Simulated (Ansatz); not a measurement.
The start is a generated cell, Hf placed in the dhcp structure type. A full variable-cell relaxation at zero pressure is run with PBEsol (plane waves to 420 eV, PAW, scalar-relativistic; Ansatz, a program for electronic structure). The first steps use a coarse 12×12×4 k-mesh.

Input geometry:
```yaml
crystal:
  lattice:
    - [3.18216, 0.00000, 0.00000]
    - [-1.59108, 2.75583, 0.00000]
    - [0.00000, 0.00000, 10.23863]
  atoms:
    - { symbol: Hf, position: [0.00000, 0.00000, 0.00000] }
    - { symbol: Hf, position: [0.00000, 0.00000, 0.50000] }
    - { symbol: Hf, position: [0.33333, 0.66667, 0.25000] }
    - { symbol: Hf, position: [0.66667, 0.33333, 0.75000] }
```

| Property | Result |
|---|---|
| Initial pressure | -3.4 GPa (negative: the cell is under tension) |
| Outcome | The space group stays P6₃/mmc (No. 194) (the run could not lower it); the end is AFLOW prototype A_hP4_194_ac (A3', as in La), with 4 atoms in the primitive cell |
| Energy released | 0.01 eV/atom |
| Shortest distances (start → end) | The closest pairs of elements (up to four, under 3.6 Å), start → end: Hf–Hf 3.15 → 3.11 Å |
| Band gap at the end | no gap (metallic) |
| Optimiser moves | 6 |

Final structure:

Space group P6₃/mmc (No. 194); a = 3.1579 Å, b = 3.1579 Å, c = 10.0677 Å, α = 90.00°, β = 90.00°, γ = 120.00°

| atom | site | symmetry | x | y | z |
|---|---|---|---|---|---|
| Hf | 2a | -3m. | 0.0000 | 0.0000 | 0.0000 |
| Hf | 2c | -6m2 | 0.3333 | 0.6667 | 0.2500 |

Final values are on a 17×17×5 k-mesh of the relaxed cell. No spin polarisation in the result.

The run could not lose the symmetry of its start; a randomly shaken copy of 8 atoms returns to this structure.

All atoms sit on sites fixed by symmetry, so only the cell could relax.

The relaxed structure here is a generated cell of Hf: the first start was made by placing the elements on the sites of a structure type, and the end was not matched to a known phase here, so it may be hypothetical. A known form of Hf has the same space group; whether the sites agree was not checked.
